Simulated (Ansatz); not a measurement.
## Energy landscape near a AlFe₃B structure

All numbers below come from Ansatz, DFT PBE, scalar-relativistic, plane waves, PAW.

Cutoff 420 eV; k points 10×10×10 on the computed 5-atom cell (Γ-centred); Gaussian smearing, width 0.10 eV; collinear spin from starting moments 0 4 4 4 0 μB.

Reference cell:

```yaml
crystal:
  lattice:
    - [3.82232, 0.00000, 0.00000]
    - [0.00000, 3.82232, 0.00000]
    - [0.00000, 0.00000, 3.82232]
  atoms:
    - { symbol: Al, position: [0.50000, 0.50000, 0.50000] }
    - { symbol: Fe, position: [0.50000, 0.00000, 0.00000] }
    - { symbol: Fe, position: [0.00000, 0.50000, 0.00000] }
    - { symbol: Fe, position: [0.00000, 0.00000, 0.50000] }
    - { symbol: B, position: [0.00000, 0.00000, 0.00000] }
```

Each variant moves atoms of this cell by the vectors given, if any (Å), and then applies a symmetric strain (tensor components, Cartesian axes). The reference cell isn't relaxed at this level. Energies are per atom at zero smearing, counted from the lowest variant. Pressure is positive in compression.

1. strain (xx yy zz yz xz xy, %) 2.59 2.59 2.59 0.00 0.00 0.00
2. strain (xx yy zz yz xz xy, %) -0.59 -0.59 -0.59 0.00 0.00 0.00
3. strain (xx yy zz yz xz xy, %) -1.24 -1.24 -1.24 0.00 0.00 0.00
4. strain (xx yy zz yz xz xy, %) -2.16 -2.16 -2.16 0.00 0.00 0.00
5. strain (xx yy zz yz xz xy, %) 3.39 3.39 3.39 0.00 0.00 0.00

| variant | ΔE (meV/atom) | P (GPa) | largest force (eV/Å) | gap on mesh (eV) | space group | moment (μB/cell) |
| --- | --- | --- | --- | --- | --- | --- |
| 1 | ? | ? | ? | ? | ? | ? |
| 2 | 0.0 | 2.21 | 0.00 | 0 | Pm-3m | 4.08 |
| 3 | 5.5 | 6.34 | 0.00 | 0 | Pm-3m | 4.05 |
| 4 | 23.4 | 12.87 | 0.00 | 0 | Pm-3m | 3.99 |
| 5 | 68.7 | -15.47 | 0.00 | 0 | Pm-3m | 4.53 |

Give the withheld rows.

```
variant  ΔE (meV/atom) P (GPa) largest force (eV/Å) gap on mesh (eV) space group moment (μB/cell)
      1           42.8   -13.14                  0.00                 0        Pm-3m              4.32
```

Only parallel moments were tried here.